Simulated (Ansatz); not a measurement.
Input for Ansatz (plane-wave DFT, PAW):

```yaml
crystal:
  lattice:
    - [0.0, 5.4283653661, 5.4283653661]
    - [5.4283653661, 0.0, 5.4283653661]
    - [5.4283653661, 5.4283653661, 0.0]
  atoms:
    - { symbol: K, position: [0.75, 0.75, 0.75] }
    - { symbol: K, position: [0.25, 0.25, 0.25] }
    - { symbol: Na, position: [0.5, 0.5, 0.5] }
    - { symbol: Ta, position: [0.0, 0.0, 0.0], spin: 1.0 }
    - { symbol: Br, position: [0.7909441369, 0.2090558631, 0.2090558631] }
    - { symbol: Br, position: [0.2090558631, 0.2090558631, 0.7909441369] }
    - { symbol: Br, position: [0.2090558631, 0.7909441369, 0.7909441369] }
    - { symbol: Br, position: [0.2090558631, 0.7909441369, 0.2090558631] }
    - { symbol: Br, position: [0.7909441369, 0.2090558631, 0.7909441369] }
    - { symbol: Br, position: [0.7909441369, 0.7909441369, 0.2090558631] }
basis:
  ecutwfc: 420
kpoints:
  mp_grid: { grid: [6, 6, 6] }
hamiltonian:
  xc: pbe
scf:
  occupations: { method: gaussian, width: 0.1 }
output:
  forces: true
  stress: true
  eigenvalues: true
  populations: true
magnetization:
  spin_polarized: true
```

Launched with
```bash
ansatz run input.yaml --threads 2 --pin off --max-ram 2662MiB --backend cpu --events-out ev --progress --plain --runs-dir out
```

All numbers below come from DFT PBE, scalar-relativistic, plane waves, PAW in Ansatz 0.2.0.

From the run's log, abridged (iterations and final results):

```
SCF iter   1: F=—  HF=-31201.264229 eV  |F-HF|=—  |Δ(HF+E_count)|=         —  Δρ=2.21e-2 (↑1.91e-2 ↓2.21e-2) dr2=7.94e0  dr2_m=4.87e-2  M=0.475 μB ∫|m|=0.516 μB  β_m=0.30  ethr=3.10e-3  ⟨swp⟩=13.9  Hψ=9268  notcnv=0  defer=13
Mixer restart at iter 1: flushing history
spin=Collinear: Kerker preconditioning applied to the charge; magnetization (m = ρ↑ − ρ↓) channel mixes plain (no charge-response kernel on spin).
SCF iter   2: F=—  HF=-31200.814687 eV  |F-HF|=—  |Δ(HF+E_count)|=   4.50e-1  Δρ=1.50e-2 (↑1.32e-2 ↓1.50e-2) dr2=4.33e0  dr2_m=1.53e-2  M=0.647 μB ∫|m|=0.681 μB  β_m=0.65  ethr=3.10e-3  ⟨swp⟩=3.0  Hψ=3441  notcnv=0  defer=114
SCF iter   3: F=—  HF=-31199.718010 eV  |F-HF|=—  |Δ(HF+E_count)|=    1.10e0  Δρ=4.52e-3 (↑4.51e-3 ↓4.52e-3) dr2=2.41e-1  dr2_m=3.32e-2  M=1.544 μB ∫|m|=1.575 μB  β_m=0.82  ethr=3.10e-3  ⟨swp⟩=4.8  Hψ=3750  notcnv=0  defer=114
SCF iter   4: F=—  HF=-31199.724965 eV  |F-HF|=—  |Δ(HF+E_count)|=   6.95e-3  Δρ=2.28e-3 (↑2.13e-3 ↓2.28e-3) dr2=4.94e-2  dr2_m=9.41e-3  M=1.977 μB ∫|m|=2.056 μB  β_m=0.91  ethr=2.94e-4  ⟨swp⟩=3.4  Hψ=2961  notcnv=0  defer=104
SCF iter   5: F=—  HF=-31199.717899 eV  |F-HF|=—  |Δ(HF+E_count)|=   7.07e-3  Δρ=1.36e-3 (↑1.06e-3 ↓1.36e-3) dr2=4.49e-3  dr2_m=3.65e-3  M=2.000 μB ∫|m|=2.136 μB  β_m=0.86  ethr=6.02e-5  ⟨swp⟩=2.4  Hψ=3246  notcnv=0  defer=104
SCF iter   6: F=—  HF=-31199.720362 eV  |F-HF|=—  |Δ(HF+E_count)|=   2.46e-3  Δρ=4.39e-4 (↑3.62e-4 ↓4.39e-4) dr2=1.20e-3  dr2_m=3.49e-4  M=1.999 μB ∫|m|=2.124 μB  β_m=0.93  ethr=5.47e-6  ⟨swp⟩=2.0  Hψ=2776  notcnv=0  defer=104
SCF iter   7: F=—  HF=-31199.721334 eV  |F-HF|=—  |Δ(HF+E_count)|=   9.72e-4  Δρ=1.05e-4 (↑7.25e-5 ↓1.05e-4) dr2=7.84e-5  dr2_m=1.53e-5  M=1.999 μB ∫|m|=2.117 μB  β_m=0.96  ethr=1.47e-6  ⟨swp⟩=2.1  Hψ=2799  notcnv=0  defer=104
SCF iter   8: F=—  HF=-31199.721373 eV  |F-HF|=—  |Δ(HF+E_count)|=   3.94e-5  Δρ=2.60e-5 (↑2.37e-5 ↓2.60e-5) dr2=2.03e-5  dr2_m=4.38e-7  M=1.999 μB ∫|m|=2.118 μB  β_m=0.98  ethr=9.56e-8  ⟨swp⟩=2.1  Hψ=2964  notcnv=0  defer=104
SCF iter   9: F=—  HF=-31199.721381 eV  |F-HF|=—  |Δ(HF+E_count)|=   8.23e-6  Δρ=1.04e-5 (↑9.52e-6 ↓1.04e-5) dr2=2.93e-6  dr2_m=1.29e-7  M=1.999 μB ∫|m|=2.118 μB  β_m=0.99  ethr=2.48e-8  ⟨swp⟩=2.1  Hψ=2728  notcnv=0  defer=104
SCF iter  10: F=—  HF=-31199.721381 eV  |F-HF|=—  |Δ(HF+E_count)|=   1.51e-7  Δρ=3.84e-6 (↑2.88e-6 ↓3.84e-6) dr2=5.48e-7  dr2_m=6.96e-9  M=1.999 μB ∫|m|=2.118 μB  β_m=1.00  ethr=3.57e-9  ⟨swp⟩=2.0  Hψ=2238  notcnv=0  defer=104
SCF iter  11: F=—  HF=-31199.721381 eV  |F-HF|=—  |Δ(HF+E_count)|=   7.17e-8  Δρ=1.88e-6 (↑1.88e-6 ↓1.50e-6) dr2=7.25e-8  dr2_m=3.34e-9  M=1.999 μB ∫|m|=2.118 μB  β_m=1.00  ethr=1.22e-10  ⟨swp⟩=17.6  Hψ=10083  notcnv=0
SCF iter  12: F=-31199.721381 eV  HF=-31199.721381 eV  |F-HF|=4.69e-9  |Δ(HF+E_count)|=   4.08e-8  Δρ=5.40e-7 (↑5.40e-7 ↓4.97e-7) dr2=1.01e-8  dr2_m=5.94e-11  M=1.999 μB ∫|m|=2.118 μB  ethr=8.85e-11  ⟨swp⟩=4.2  Hψ=4698  notcnv=0
SCF 1 converged in 12 iterations: F = -31199.721381 eV  dr2 = 1.01e-8
SCF converged after 12 iterations
Magnetization: 1.9986 μB (41.9993 up, 40.0007 down)
Absolute magnetization: 2.1188 μB (∫|ρ↑−ρ↓|, with the PAW one-centre terms)
Spin contamination: 0.0056 ħ² per cell (⟨S²⟩ above its minimum at these occupations)
Per-site moments (μB) at R_I (Å): [(0.03216916, 1.59393612), (0.03216916, 1.59393612), (0.00321251, 1.30296463), (0.69996449, 0.93623607), (0.01501849, 0.93623607), (0.01501849, 0.93623607), (0.01501849, 0.93623607), (0.01501849, 0.93623607), (0.01501849, 0.93623607), (0.01501849, 0.93623607)]
Free energy (F): -31199.721381 eV
Harris-Foulkes:  -31199.721381 eV  (|F-HF|=4.69e-9)
Internal energy: -31199.701024 eV  (E = F + TS)
E sigma→0 (E₀):  -31199.711202 eV
Entropy (-TS):   -0.020357 eV (-2.036 meV/atom)
Fermi energy:    6.059903 eV
--- Per-component energies (eV) ---
  E_band       = -835.378288
  E_kinetic    = 1833.259854
  E_local      = -6139.760191  (includes V_loc(G=0)·N_el)
  E_nonlocal   = 585.897463
  E_hartree    = 2195.666210
  E_xc         = -2128.147507
  E_vxc        = -1222.347204  (∫ρ·V_xc dr)
  E_paw        = -23706.681480  (= ΣΔE_a)
  E_vpaw       = -283.763218  (= ΣTr[D̂ρ^β])
  E_aug_tail   = 0.000114  (compensation charges beyond the density's cutoff)
  E_ewald      = -3839.935486
  E_smearing   = -0.020357  (= −TS)
--- Forces (eV/Å), atoms counted from 1 ---
  atom   1  K      0.00000000     0.00000000     0.00000000
  atom   2  K      0.00000000     0.00000000     0.00000000
  atom   3  Na     0.00000000     0.00000000     0.00000000
  atom   4  Ta     0.00000000     0.00000000     0.00000000
  atom   5  Br     7.03990907     0.00000000     0.00000000
  atom   6  Br     0.00000000     0.00000000     7.03990907
  atom   7  Br    -7.03990907     0.00000000     0.00000000
  atom   8  Br     0.00000000     7.03990907     0.00000000
  atom   9  Br     0.00000000    -7.03990907     0.00000000
  atom  10  Br     0.00000000     0.00000000    -7.03990907
--- Stress (GPa, compression-positive) ---
       14.300067       0.000000       0.000000
        0.000000      14.300067       0.000000
        0.000000       0.000000      14.300067
  P = ⅓ Tr σ = 14.3001 GPa (143.001 kbar)
--- Band table (eV; the first three rows and the last of 32) ---
  k-point 0 ↑: bands = ["-62.6639", "-48.3672", "-29.7862", "-29.7862", "-29.7862", "-26.3853", "-26.3849", "-20.2762", "-20.2762", "-20.2762", "-11.9099", "-10.8830", "-10.8830", "-10.6375", "-10.6375", "-10.6375", "-9.8579", "-9.8579", "-9.8579", "-9.8498", "-9.8498", "-9.8498", "-1.7761", "-1.0108", "-1.0108", "-1.0108", "-0.5514", "-0.5514", "-0.0100", "-0.0100", "-0.0100", "1.6361", "1.6361", "1.6361", "2.2652", "2.2652", "2.2652", "2.7844", "2.7844", "2.7844", "5.6519", "5.6519", "5.6519", "6.4531", "7.7006", "7.8928", "8.6373", "8.6373", "8.9585", "8.9585", "8.9585", "10.2208"]
  k-point 1 ↑: bands = ["-62.6639", "-48.3672", "-29.7862", "-29.7862", "-29.7862", "-26.3853", "-26.3849", "-20.2762", "-20.2762", "-20.2762", "-11.9038", "-10.8871", "-10.8871", "-10.6540", "-10.6355", "-10.6355", "-9.8560", "-9.8560", "-9.8518", "-9.8487", "-9.8487", "-9.8480", "-1.7071", "-1.0025", "-0.9885", "-0.9885", "-0.5954", "-0.5954", "-0.0409", "0.0658", "0.0658", "1.5695", "1.5695", "1.6583", "2.0371", "2.2423", "2.2423", "2.7212", "2.7212", "2.7498", "5.6682", "5.7515", "5.7515", "6.7379", "7.8904", "8.0147", "8.7443", "8.7443", "9.0266", "9.0266", "9.1127", "10.2250"]
  k-point 2 ↑: bands = ["-62.6639", "-48.3672", "-29.7862", "-29.7862", "-29.7862", "-26.3852", "-26.3850", "-20.2762", "-20.2762", "-20.2762", "-11.8913", "-10.8949", "-10.8949", "-10.6865", "-10.6316", "-10.6316", "-9.8526", "-9.8526", "-9.8462", "-9.8462", "-9.8445", "-9.8399", "-1.5626", "-0.9684", "-0.9459", "-0.9459", "-0.6538", "-0.6538", "-0.1073", "0.1943", "0.1943", "1.4345", "1.4345", "1.6108", "1.7071", "2.2114", "2.2114", "2.5895", "2.5895", "2.6764", "5.6606", "5.9332", "5.9332", "7.4542", "8.2418", "8.2973", "8.9444", "8.9444", "9.3127", "9.3127", "9.5759", "10.1781"]
  k-point 15 ↓: bands = ["-62.1800", "-48.3662", "-29.1111", "-29.1111", "-29.1111", "-26.3732", "-26.3731", "-20.2756", "-20.2756", "-20.2756", "-11.8040", "-10.8796", "-10.8405", "-10.6195", "-10.6190", "-10.6120", "-9.8355", "-9.8347", "-9.8315", "-9.8265", "-9.8231", "-9.8151", "-1.1698", "-0.7909", "-0.7296", "-0.6575", "-0.5817", "-0.4383", "0.2583", "0.2657", "0.3181", "1.4538", "1.4936", "1.5092", "1.7189", "1.9943", "2.0503", "2.4073", "2.5268", "2.7327", "6.4138", "6.9125", "7.2477", "7.3367", "8.8225", "8.9700", "9.2287", "9.3610", "9.6970", "9.8944", "9.9258", "10.1367"]
--- Löwdin populations: 10 sites ---
  site symbol q [e]    m [muB]
     0      K      8.3469     0.1093
     1      K      8.3469     0.1093
     2     Na      8.3153     0.0010
     3     Ta     12.9497     1.3213
     4     Br      7.2615     0.0417
     5     Br      7.2615     0.0417
     6     Br      7.2615     0.0417
     7     Br      7.2615     0.0417
     8     Br      7.2615     0.0417
     9     Br      7.2615     0.0417
  spilling = 0.005757 (of n_electrons = 82.000000)
```

The run converged.

Spin-orbit coupling is left out, which matters for the bands of heavy elements.